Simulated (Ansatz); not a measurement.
SnO₂ (rutile)

```xyz
6
Lattice="4.8276 0.0000 0.0000 0.0000 4.8276 0.0000 0.0000 0.0000 3.2379" Properties=species:S:1:pos:R:3 pbc="T T T"
Sn     0.0000     0.0000     0.0000
Sn     2.4138     2.4138     1.6190
O      1.4801     1.4801     0.0000
O      3.8939     0.9337     1.6190
O      0.9337     3.8939     1.6190
O      3.3474     3.3474     0.0000
```

The slice is a (-1 1 0) plane (indices of the conventional cell) through the point (0.307, 0.307, 0.000) (fractional), spanned by u = [001] and v = [110] in vectors of this cell: u (3.24 Å) and v (6.83 Å, at 90° to u). It covers one period; positions are fractions (u, v).

Method: PBE (plane waves to 420 eV, PAW, scalar-relativistic; Ansatz, a first-principles code). k mesh 7×7×10. These are valence fields of a PAW run, semicore shells included where kept as valence: close to a nucleus they are smooth pseudo fields. SnO2 was relaxed with its symmetry unable to fall. The PAW data are Ansatz's earlier set.

Problem. Around which element is the density of the highest valence band (whole band, smooth part) largest on this plane?

Solution. O. Mean over a disc round each atom, of radius 0.45 times the shortest bond: O 0.019, Sn 0.000 e/Å³.

Problem. What is the valence density on the shortest Sn–O line in this plane (2.09 Å), at its midpoint?

Solution. 0.58 e/Å³.

Problem. What is the ELF at the midpoint of the shortest Sn–O line in this plane (2.09 Å)?

Solution. 0.26.

Problem. Sketch the electrostatic potential energy of an electron, from the cell's mean on this plane as a map.

Solution. 
| v \ u | 0.00 | 0.13 | 0.27 | 0.40 | 0.53 | 0.67 | 0.80 | 0.93 |
|---|---|---|---|---|---|---|---|---|
| 0.88 | x | 1.3 | 4.9 | 6.7 | 7.0 | 6.0 | 3.3 | x |
| 0.75 | x | x | <-1.0 | 2.1 | 4.2 | <-1.0 | x | x |
| 0.62 | x | x | <-1.0 | 2.6 | 4.5 | <-1.0 | x | x |
| 0.50 | x | x | 5.5 | 6.9 | 7.1 | 6.4 | 4.0 | x |
| 0.38 | x | x | x | 1.2 | 0.0 | 2.8 | x | x |
| 0.25 | 3.2 | -0.1 | x | x | x | x | <-1.0 | 2.5 |
| 0.12 | x | 0.1 | x | x | x | x | <-1.0 | x |
| 0.00 | x | x | x | 2.8 | 1.8 | 3.9 | x | x |

Values: electrostatic potential energy of an electron, from the cell's mean, in eV. Points within 0.9 Å of a nucleus are blanked (x), as the pseudised field means little there. Values under -1 eV are set to -1. The zero, the cell's mean, hangs on the PAW cores.
